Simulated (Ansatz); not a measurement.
# Structure optimisation: indium, bcc

Theory: DFT, PBEsol, plane waves (420 eV) with PAW, scalar-relativistic in Ansatz 0.2.0. (PAW data from PBE, frozen cores regenerated.)

k-point mesh 12×12×12, Fermi-Dirac smearing 0.1 eV, no spin polarisation. Cell and atoms relax.

Starting structure:

```
CELL_PARAMETERS angstrom
-1.86968 1.86968 1.86968
1.86968 -1.86968 1.86968
1.86968 1.86968 -1.86968
ATOMIC_POSITIONS crystal
In 0.00000 0.00000 0.00000
```

Problem. The pressure at the start is -0.5 GPa. By how much does the volume change?

Solution. From 26.14 to 25.88 Å³ per atom, -1.0 %. The final cell has a = 3.727 Å.

Problem. How much energy does the relaxation gain?

Solution. 0.4 meV per atom.
